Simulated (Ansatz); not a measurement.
LaTaO₄ (space group Cmc2_1)

```
LaTaO4
1.0
    1.95803    -7.22927     0.00000
    1.95803     7.22927     0.00000
    0.00000     0.00000     5.55795
La Ta O
2 2 8
Direct
  0.82910   0.17090   0.16776
  0.17090   0.82910   0.66776
  0.58593   0.41407   0.21653
  0.41407   0.58593   0.71653
  0.91332   0.08668   0.74941
  0.08668   0.91332   0.24941
  0.46747   0.53253   0.06232
  0.53253   0.46747   0.56232
  0.70030   0.29970   0.42379
  0.29970   0.70030   0.92379
  0.66533   0.33467   0.94679
  0.33467   0.66533   0.44679
```

The slice is a (010) plane (indices of the conventional cell) through the point (0.829, 0.171, 0.168) (fractional), spanned by u = [110] and v = [001] in vectors of this cell: u (3.92 Å) and v (5.56 Å, at 90° to u). It covers one period; positions are fractions (u, v).

The numbers are results of LDA (plane waves to 420 eV, PAW, scalar-relativistic; Ansatz, a quantum-chemistry and plane-wave program), not measurements. k mesh 7×7×5. Near the nuclei the fields are pseudised (PAW); where an atom keeps semicore shells as valence, they peak there. LaTaO4 is run without spin polarisation. LaTaO4 was relaxed with its symmetry unable to fall. Spin-orbit coupling is left out, though Ta is heavy.

Sketch the electron localisation function (ELF) on this plane as a map.


```
v \ u  0.00  0.14  0.29  0.43  0.57  0.71  0.86
-----  ----  ----  ----  ----  ----  ----  ----
0.90   0.72  0.82  0.21  0.57  0.57  0.21  0.82
0.80   0.63  0.25  0.42  0.81  0.81  0.42  0.25
0.70   0.06  0.05  0.53  0.81  0.81  0.53  0.05
0.60   0.31  0.11  0.15  0.34  0.34  0.15  0.11
0.50   0.22  0.09  0.08  0.12  0.12  0.08  0.09
0.40   0.03  0.05  0.48  0.79  0.79  0.48  0.05
0.30   0.02  0.06  0.73     x     x  0.73  0.06
0.20   0.69  0.28  0.43  0.83  0.83  0.43  0.28
0.10   0.71  0.85  0.22  0.42  0.42  0.22  0.85
0.00      x  0.71  0.55  0.05  0.05  0.55  0.71
```

Values: electron localisation function (ELF). Points within 0.4 Å of a nucleus are blanked (x), as the pseudised field means little there.
